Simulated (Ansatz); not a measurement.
A geometry of Ti3Al away from equilibrium: step 2 of the relaxation of a relaxed Ti3Al cell shaken by Gaussian noise of σ = 0.08 Å a coordinate. The numbers are results of r2SCAN (plane waves to 500 eV, PAW, scalar-relativistic; Ansatz, a program for electronic structure), not measurements. Γ-centred k-mesh 8×8×8 on the run's cell (coarser than for final values), Fermi–Dirac smearing 0.05 eV.

```xyz
8
Lattice="2.5066 1.4401 6.6740 -2.5264 1.4484 6.6797 -0.0028 -2.9302 6.6859" Properties=species:S:1:pos:R:3:forces:R:3 pbc="T T T" free_energy=-16106.608 pressure_GPa=1.5
Al     0.0173     0.0134     6.7010   -0.1105   -0.1404    0.1561
Al    -0.0024    -0.0383    13.3539   -0.0951    0.1812    0.4064
Ti    -1.6561    -0.0084     8.9759   -0.2321   -0.1197   -0.2848
Ti     0.8315    -1.4516     8.9706    0.0966    0.0286   -0.0917
Ti     0.8180     1.4591     8.9236    0.0656   -0.0356    0.1888
Ti     1.6476     0.0201    11.1570    0.0143   -0.2403   -0.3088
Ti    -0.8816     1.4148    11.1447    0.2071    0.2428   -0.0710
Ti    -0.8756    -1.4939    11.1554    0.0541    0.0832    0.0047
```

Positions in Å, forces in eV/Å, free energy of the cell in eV (comparable only within this code, potentials and settings). Largest force: 0.45 eV/Å, on Al2 (atoms numbered as listed); the geometry lies 0.01 eV/atom above the end of its relaxation.

No spin polarisation in the result.

The end of the path is a generated cell of Ti3Al: the first start was made by placing the elements on the sites of a structure type, and the end was not matched to a known phase here, so it may be hypothetical. Known forms of Ti3Al include space group No. 194.
